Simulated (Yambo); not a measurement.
## How GW settings move the gap: Zn$_{2}$P$_{2}$O$_{7}$

G0W0@PBEsol for Zn₂P₂O₇ (space group C2/m, No. 12) in Yambo. Reference settings: 2×2×4 Γ-centred k mesh, bands 9 to 201 and a 7 Ry block in the screening, 201 bands in G with the Bruneval-Gonze terminator, plasmon pole fitted at 27.2 eV. The PBEsol gap (0, 0, -0.5) → Γ on this mesh is 3.63 eV; G0W0 gaps are taken between the same points.

```csv
change from the reference,"G0W0 gap (0, 0, -0.5) → Γ (eV)",shift of the valence edge (eV),rough Yambo cost
reference settings,5.92,-1.23,1
"92 bands in W, 92 bands in G",6.30,-1.19,about 1/3
2 Ry block,6.45,-1.73,within a factor of two
6 Ry block,5.88,-1.22,within a factor of two
"139 bands in G, no terminator",5.79,-0.84,–
no terminator,5.83,-0.99,–
```

The reference isn't shown to be the converged limit. Costs are rough (shared machines), scaled to the same edge states, and given only for runs that recompute the screening.

Geometry of the Materials Project entry, not relaxed at this level; primitive cell a = b = 5.3532 Å, c = 4.5585 Å, α = β = 99.10°, γ = 103.17°.

The structure is a Materials Project entry; no match was found in the copy of COD used, and its stability was not checked.

A shift is the quasiparticle energy of the state minus its PBEsol energy.
